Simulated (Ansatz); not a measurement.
The calculation used DFT PBE, scalar-relativistic, plane waves, PAW, and for the lanthanide a 4f-in-core norm-conserving potential, in Ansatz 0.2.0. Settings: cutoffs of 690 to 770 eV as the potentials ask, Γ-centred meshes spaced at most about 0.3 Å⁻¹, and about 0.25 Å⁻¹ or finer for metals (2π included), Gaussian smearing. No spin polarisation in the final relaxations.

Energies over the elements count from the elements' standard structures at the same level (O₂ as a molecule), with no fitted energy shifts.

A relaxed structure of HoO has 14.08 Å³/atom, −2.51 eV/atom against the elements, no gap on its mesh:

```xyz
2
Lattice="3.2395 0.0000 0.0000 -1.6197 2.8055 0.0000 0.0000 0.0000 3.0994" Properties=species:S:1:pos:R:3 pbc="T T T"
Ho    0.0000    0.0000    0.0000
O     1.6197    0.9352    1.5497
```

Question: Er takes the place of Ho on the same sites, and the cell is relaxed. What changes?

Answer: ErO has a = 3.217 Å, c = 3.090 Å: 13.85 Å³/atom, −2.50 eV/atom against the elements, no gap on its mesh. The volume per atom changes by -1.7 % and the formation energy by +0.00 eV/atom (from unrounded values). Covalent radii: Ho 1.92 Å, Er 1.89 Å; electronegativities 1.23 and 1.24. Er is surrounded by 6 O at 2.42 Å; around O lie 6 Er at 2.42 Å.

```
Er O
1.0
     3.21700    0.00000    0.00000
    -1.60850    2.78600    0.00000
     0.00000    0.00000    3.08952
Er O
1 1
Direct
  0.00000 0.00000 0.00000
  0.33333 0.66667 0.50000
```

The two cells were relaxed from separate starts that ended on the same group and sites; neither need be the stable form of its compound. In HoO P-6m2, ErO P-6m2 an odd number of valence electrons (the lanthanide is held trivalent, its 4f shell in the core) allows no gap without spin; another valence of the lanthanide, a larger cell or a magnetic state could open one. A magnetic state wasn't ruled out in cells without spin, among them HoO P-6m2, ErO P-6m2. Cells relaxed within their symmetry can be saddle points. Some types were kept out of the candidates beforehand, so the set may lack a known form.

The lanthanide is trivalent by construction, without f bands, f moments or other valences. The reference runs of the other elements, and any phases without the lanthanide, used 420 eV, which shifts energies against them by under 10 meV/atom. The lanthanide's reference is the lowest of its hcp, dhcp and fcc cells.
